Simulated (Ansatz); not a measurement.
The relaxed structure here is a generated cell of CdSe: the first start was made by placing the elements on the sites of a structure type, and the end was not matched to a known phase here, so it may be hypothetical. Known forms of CdSe include space group No. 186, 216.

The end point of a relaxation of CdSe. Level of theory: r2SCAN (plane waves to 500 eV, PAW, scalar-relativistic; Ansatz, an electronic-structure program).

```xyz
8
Lattice="-4.2900 4.2900 3.5326 4.2900 -4.2900 3.5326 4.2900 4.2900 -3.5326" Properties=species:S:1:pos:R:3 pbc="T T T"
Se     5.5976    -1.3076     2.1978
Se    -1.3076     2.9824     2.1978
Se     1.3076     5.5976     2.1978
Se     2.9824     1.3076     2.1978
Cd     3.0418     1.2482    -0.4509
Cd     3.0418    -1.2482     3.0817
Cd     1.2482     5.5382    -0.4509
Cd     1.2482     3.0418     3.0817
```

Task: Find the space group and the Wyckoff positions (tolerance 0.01 Å).

Result: Space group I4cm (No. 108); a = b = 8.5800 Å, c = 7.0652 Å, α = β = γ = 90.00°

```tsv
atom	site	symmetry	x	y	z
Se	8c	..m	0.3476	0.1524	0.3111
Cd	8c	..m	0.1455	0.3545	0.4362
```

Task: Give the shortest distances between elements (the closest pairs, up to four, under 3.6 Å).

Result: Cd–Se 2.61 Å; Cd–Cd 3.53 Å.

- Volume per atom = 32.51 Å³
- Band gap = 1.18 eV, direct at Γ (no spin-orbit coupling)

No spin polarisation in the result.

It was reached from a disturbed copy of a I4/mcm (No. 140) cell, against which it lies -0.54 eV/atom.
